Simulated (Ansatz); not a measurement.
Starting cell, HfN (rock salt):

```
HfN
1.0
    0.00000     2.26274     2.26274
    2.26274     0.00000     2.26274
    2.26274     2.26274     0.00000
N Hf
1 1
Direct
  0.00000   0.00000   0.00000
  0.50000   0.50000   0.50000
```

In this cell atom 1 (N, nearest neighbour Hf at 2.263 Å; its periodic images, 3.2 Å or more away, move with it) is moved by s along Cartesian z, unit vector (0.000, 0.000, 1.000); all other atoms and the cell stay fixed.

Calculation: r2SCAN (plane waves to 500 eV, PAW, scalar-relativistic; Ansatz, a first-principles code). k mesh 14×14×14 (Γ-centred), Fermi-Dirac smearing 0.05 eV. E stands for the smeared free energy. Left out: 4 of 11 points, with atoms too close for the PAW data. With partly filled bands, energies and forces of such displacements shift with the k mesh and the smearing. HfN is run without spin polarisation. HfN was relaxed with its symmetry unable to fall. Spin-orbit coupling is left out, though Hf is heavy. ΔE is measured from the undisplaced structure. The last digit holds for this mesh only.

```tsv
s (Å)	ΔE (meV/cell)
-0.408	1102.3
-0.272	449.2
-0.136	107.9
0.000	0.0
0.136	107.9
0.272	449.2
0.408	1102.3
```

**Question.** What force constant k = d²E/ds² at s = 0 does the table give?

**Answer.** 12 eV/Å². It is the second difference of the nearest points, corrected with the next pair.

**Question.** With k = 11.27 eV/Å² from the forces, is the well harmonic out to s = 0.408 Å?

**Answer.** ½ks² = 938 meV/cell against the computed 1102 meV/cell, so the well is stiffer than harmonic there.

(For displaced atoms, the force is minus the slope of the energy, and its curvature is a force constant, which sets phonon frequencies.)
